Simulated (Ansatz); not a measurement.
Values for one crystal, relaxed and computed with the program Ansatz at the PBEsol level (PAW); other levels are named.

| Item | Value |
|---|---|
| Volume per atom | 18.13 Å³ |
| Electronic character | metallic (no gap) |
| Mechanical stability | stable (all eigenvalues of C positive) |
| Hill bulk and shear moduli | 147 and 86.8 GPa |
| Young's modulus | 217 GPa |
| Formation energy from the elements (no fitted shifts) | -1.48 eV/atom |
| Highest zone-centre frequency | 392 cm^-1 |

### Question
Pick the material that matches.
(A) AlCr2C, P6_3/mmc (Al on 2d, Cr on 4f, C on 2a)
(B) ZrP, P6_3/mmc (Zr on 4f, P on 2d, P on 2a)
(C) Nb2InC, P6_3/mmc (Nb on 4f, In on 2d, C on 2a)
(D) SiNi2, P6_3/mmc (Si on 2d, Ni on 2c, Ni on 2a)

### Answer
B, ZrP, P6_3/mmc (Zr on 4f, P on 2d, P on 2a)

The first step of the workflow began from a Materials Project structure, measured or hypothetical; the Crystallography Open Database copy checked does not list it. COD files the formula under space group No. 225. Its standing as an ambient phase is unchecked. The PBEsol relaxation kept the symmetry of its start; whether a distortion lowers the energy is not shown. No spin polarisation was allowed. As this level gives no gap, shear constants depend on the k-mesh and smearing (Fermi–Dirac, 0.1 eV here). As this level gives no gap, phonon frequencies hold no LO–TO term and depend on the k-mesh and smearing (Fermi–Dirac, 0.1 eV here). The references are the lowest solids computed at this level, not always the standard phases. Scalar-relativistic: spin–orbit coupling is off unless named, which matters more the heavier the elements.

Potentials: the later of the program's two PAW sets.
